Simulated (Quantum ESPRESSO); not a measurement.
Ga2MgSiP4, a curve over one atom's position

A calculation, not a measurement. The program is pw.x of Quantum ESPRESSO 7.5 (plane-wave density functional theory). The cell is made up: 8 atoms on a zincblende/diamond lattice, with randomly drawn elements, strain and displacements, not relaxed. PseudoDojo standard norm-conserving files (v0.5 for PBE, v0.4.1 for LDA and PBEsol) set the functional; there is no spin polarisation, spin-orbit coupling or dispersion term, and the masses in the input are unused placeholders.

Seven runs move atom 8 (P, counted in the order of the input) along z and keep all else fixed.

Input of the run at +0.0023:

```
&control calculation='scf', pseudo_dir='./dojo.nc.sr.pbe.v0_5.standard.upf', outdir='./o', disk_io='medium', tprnfor=.true., tstress=.true. /
&system ibrav=0, nat=8, ntyp=4, nbnd=36, ecutwfc=84.00895049, nosym=.true., tot_charge=0,
 occupations='smearing', smearing='fd', degauss=0.0018374661
/
&electrons conv_thr=7.350e-09, electron_maxstep=60, /
ATOMIC_SPECIES
Ga 1.0 Ga.upf
Mg 1.0 Mg.upf
P 1.0 P.upf
Si 1.0 Si.upf
CELL_PARAMETERS angstrom
5.6594 0.0061 -0.0158
0.0061 5.6189 0.0783
-0.0158 0.0783 5.6387
ATOMIC_POSITIONS angstrom
Ga -0.0595 0.0796 0.0202
Mg -0.0485 2.8439 2.7694
Ga 2.8541 -0.0265 2.8005
Si 2.899 2.8115 0.0183
P 1.4003 1.4259 1.3554
P 1.3705 4.2 4.2232
P 4.2768 1.4429 4.2056
P 4.2911 4.2859 1.4609
K_POINTS automatic
4 4 4 1 1 1
```

```
shift of atom 8 along z (Å)  free energy less that of the input shown (eV)  Fx on atom 8 (eV/Å)  Fy on atom 8 (eV/Å)  Fz on atom 8 (eV/Å)  pressure (GPa)  iterations
                    -0.1399                                        -0.0702               -1.448               -0.593                0.226           -3.28          11
                    -0.0954                                        -0.0702               -1.416               -0.423               -0.225           -3.28          11
                    -0.0794                                        -0.0653               -1.406               -0.363               -0.387           -3.28          11
                    +0.0023                                         0.0000               -1.369               -0.058               -1.211           -3.19          11
                    +0.0143                                         0.0152               -1.365               -0.014               -1.330           -3.17          11
                    +0.1124                                         0.1928               -1.350                0.338               -2.282           -2.91          11
                    +0.1400                                         0.2594               -1.350                0.435               -2.539           -2.81          11
```

A cubic fit gives dFz/dz = -9.99 eV/Å² at zero shift. Across the table the free energy follows the integral of the force to within 0.1 meV. A rerun of one of the cells at 1437 eV and a 6 x 6 x 6 mesh moved values by no more than 0.008 eV in energy, 0.02 GPa in stress and 0.003 eV/Å in force.